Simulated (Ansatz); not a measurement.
AgI:
Space group F-43m (No. 216); a = b = c = 6.348 Å, α = β = γ = 90.00°

```
atom  site  symmetry       x       y       z
----  ----  --------  ------  ------  ------
Ag      4a      -43m  0.0000  0.0000  0.0000
I       4d      -43m  0.7500  0.7500  0.7500
```
(The calculation used a cell of 2 atoms; values per cell refer to that cell.)

Relaxed with LDA.

Question: Which orbitals make up the states near the band edges in plane-wave PAW LDA (Ansatz code)?

Answer: Top 1 eV of the valence band: I 5p 65 %, Ag 4d 32 %. Bottom 1 eV of the conduction band: Ag 5s 65 %, I 5p 17 %, I 5s 15 %. Projections are on Löwdin-orthogonalised atomic valence shells; empty p or d shells of many metals are not among them.

Question: Tabulate the density of states.

Answer: States/eV per cell of 2 atoms, in 0.25 eV bins, energy from the valence-band maximum.

```csv
E (eV),total,Ag 4d,I 5p,Ag 5s
-7.85,0.00,0.00,0.00,0.00
-7.60,0.00,0.00,0.00,0.00
-7.35,0.00,0.00,0.00,0.00
-7.10,0.00,0.00,0.00,0.00
-6.85,0.00,0.00,0.00,0.00
-6.60,0.00,0.00,0.00,0.00
-6.35,0.00,0.00,0.00,0.00
-6.10,0.00,0.00,0.00,0.00
-5.85,0.00,0.00,0.00,0.00
-5.60,0.00,0.00,0.00,0.00
-5.35,0.00,0.00,0.00,0.00
-5.10,0.25,0.07,0.13,0.04
-4.85,4.53,1.78,2.19,0.51
-4.60,8.90,4.70,3.74,0.41
-4.35,8.04,4.44,3.20,0.35
-4.10,2.29,1.29,0.91,0.08
-3.85,0.00,0.00,0.00,0.00
-3.60,1.41,1.38,0.01,0.01
-3.35,14.56,14.22,0.17,0.10
-3.10,3.10,2.74,0.20,0.06
-2.85,1.82,1.39,0.27,0.09
-2.60,0.97,0.65,0.21,0.06
-2.35,1.50,0.75,0.63,0.06
-2.10,2.17,0.97,1.06,0.06
-1.85,2.54,1.05,1.35,0.05
-1.60,2.65,1.02,1.51,0.05
-1.35,2.51,0.90,1.50,0.04
-1.10,2.46,0.83,1.53,0.03
-0.85,2.09,0.68,1.34,0.02
-0.60,1.22,0.39,0.79,0.01
-0.35,0.75,0.24,0.50,0.00
-0.10,0.24,0.07,0.16,0.00
0.15,0.00,0.00,0.00,0.00
0.40,0.00,0.00,0.00,0.00
0.65,0.00,0.00,0.00,0.00
0.90,0.00,0.00,0.00,0.00
1.15,0.00,0.00,0.00,0.00
1.40,0.02,0.00,0.00,0.01
1.65,0.04,0.00,0.01,0.03
1.90,0.07,0.00,0.01,0.05
2.15,0.12,0.00,0.02,0.08
2.40,0.20,0.00,0.04,0.12
2.65,0.52,0.00,0.09,0.31
2.90,0.70,0.00,0.13,0.41
3.15,0.77,0.00,0.15,0.44
3.40,1.23,0.01,0.20,0.55
3.65,1.90,0.02,0.28,0.72
3.90,1.84,0.02,0.32,0.72
4.15,1.09,0.01,0.19,0.38
4.40,1.04,0.01,0.15,0.29
4.65,0.93,0.01,0.10,0.17
4.90,1.27,0.01,0.09,0.14
5.15,2.19,0.01,0.12,0.20
5.40,1.26,0.01,0.04,0.05
5.65,0.76,0.00,0.02,0.01
5.90,1.74,0.01,0.03,0.03
```

Symmetry was held in the LDA relaxation. The run is not spin-polarised. Spin–orbit coupling is left out wherever it is not named.

Potentials: the earlier of the program's two PAW sets. The files were generated under PBE; for other functionals the program regenerates the frozen cores, and for LDA and PBEsol the local potential too.
